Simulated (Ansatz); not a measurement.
## BePd: computed DOS

```yaml
crystal:
  lattice:
    - [2.81300, 0.00000, 0.00000]
    - [0.00000, 2.81300, 0.00000]
    - [0.00000, 0.00000, 2.81300]
  atoms:
    - { symbol: Be, position: [0.00000, 0.00000, 0.00000] }
    - { symbol: Pd, position: [0.50000, 0.50000, 0.50000] }
```

The conventional cell has a = 2.813 Å, b = 2.813 Å, c = 2.813 Å, α = 90.00°, β = 90.00°, γ = 90.00°. Around Be (atom 1) lie 8 Pd at 2.44 Å. Pd (atom 2) has 8 Be at 2.44 Å as nearest neighbours.

The cell comes from COD entry 9008808, which wasn't checked; take it as a given geometry.

Spin polarisation is left out, and whether a magnetic state lies lower isn't shown here.

Computed with Ansatz 0.2.0, DFT, LDA, all-electron LAPW, scalar-relativistic.

Sampling and basis: a Γ-centred 12×12×12 k mesh, Fermi–Dirac smearing of 0.08 eV, basis error target 1 meV/atom, no spin polarisation.

States per eV and cell, averaged over 0.6 eV, from -9.4 to 4.8 eV, with energies (bin centres) from the Fermi level; empty bins are left out. The partial columns, the largest 2 alone, are projections on Löwdin-orthogonalised atomic shells (those that the program's projection atoms carry: the occupied ones and, for some elements, an empty d or f shell; other empty shells have no column), summed over atoms of an element. Weights on diffuse s and p shells depend on that basis and aren't pure angular character.

```tsv
E (eV)	total	Pd 4d	Be 2s
-9.2	0.10	0.00	0.09
-8.6	0.17	0.01	0.15
-8.0	0.26	0.03	0.21
-7.4	0.40	0.10	0.25
-6.8	1.11	0.64	0.37
-6.2	1.48	1.11	0.28
-5.6	1.62	1.43	0.06
-5.0	3.48	3.14	0.15
-4.4	1.18	1.10	0.01
-3.8	2.71	2.51	0.07
-3.2	2.73	2.48	0.15
-2.6	2.69	2.37	0.16
-2.0	0.92	0.60	0.14
-1.4	0.49	0.28	0.09
-0.8	0.25	0.07	0.05
-0.2	0.46	0.13	0.03
0.4	0.81	0.18	0.03
1.0	0.62	0.10	0.03
1.6	0.53	0.06	0.02
2.2	0.45	0.04	0.01
2.8	0.38	0.02	0.01
3.4	0.28	0.01	0.01
4.0	0.17	0.00	0.00
4.6	0.08	0.00	0.00
```

(1) Which of the resolved shells contributes most within 0.3 eV of the Fermi level?

(2) Where is the centre of the filled Pd 4d states between -14 eV and the top of the filled states?

## Answers

(1) Pd 4d, with 27 % of all states there; Be 2s follows with 5 %.

(2) -4.15 eV from the Fermi level.
